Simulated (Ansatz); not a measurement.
Cr (bcc (W type), Im-3m) under volume change, PBE (plane waves, PAW; program Ansatz), scaled uniformly.

```csv
V (Å³/atom),E − E(relaxed) (meV/atom),P (GPa)
10.708,68.4,23.05
11.061,28.8,13.89
11.414,6.7,6.33
11.767,0.0,0.02
12.120,5.7,-4.97
12.473,21.1,-8.79
12.826,43.8,-11.68
```

Problem. What does a third-order Birch–Murnaghan fit give for V₀, B₀ and B′?

Solution. V₀ = 11.77 Å³/atom, B₀ = 181 GPa, B′ = 6.3.

The PBE relaxation kept the symmetry of its start, as lowered by the spin order. The final state is antiferromagnetic, chosen from 3 collinear starts compared on coarse meshes (ties went to the first, and starts can fall back to one state), not a proven ground state. Textbook magnetic order: a spin-density-wave antiferromagnet.

Potentials: the later of the program's two PAW sets.
